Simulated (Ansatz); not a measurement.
ScPt (CsCl type, Pm-3m) at seven volumes, DFT-PBEsol in the program Ansatz with PAW potentials, scaled uniformly. One row is withheld.

| V (Å³/atom) | P (GPa) |
|---|---|
| 15.761 | 17.23 |
| 16.280 | 10.56 |
| 16.800 | 4.87 |
| 17.319 | 0.00 |
| 17.839 | -4.17 |
| 18.359 | -7.73 |
| 18.878 | ? |

### Question
Fit the shown pressures and predict the withheld one.

### Answer
P = (3/2)B₀(x^(7/2) − x^(5/2))[1 + (3/4)(B′ − 4)(x − 1)] with x = (V₀/V)^(2/3). Least squares on the six rows gives V₀ = 17.319 Å³/atom, B₀ = 150 GPa, B′ = 4.20. At V = 18.878, x = 0.9442 and P = -10.79 GPa. The run itself gave -10.75 GPa.

The workflow started from a Materials Project entry (that database holds measured and hypothetical structures alike); the Crystallography Open Database files this formula in space group No. 221, but the cells were not matched. Whether it is the stable phase at ambient conditions was not checked. The cell was relaxed with PBEsol under the symmetry of its start; of distortions, only those at the zone centre were tested. No spin polarisation was allowed. Spin–orbit coupling is left out wherever it is not named.

Potentials: the later of the program's two PAW sets.
